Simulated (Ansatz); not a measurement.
Cd (hcp (Mg type), P6_3/mmc) is relaxed with DFT-r²SCAN in the program Ansatz with PAW potentials. What lattice parameters of the conventional cell result?

a = 2.974 Å, c = 5.724 Å.

The r²SCAN relaxation kept the symmetry of its start. Axis ratios of metals converge slowly with the k-mesh, so a and c are less sure than the volume.

Potentials: the earlier of the program's two PAW sets.
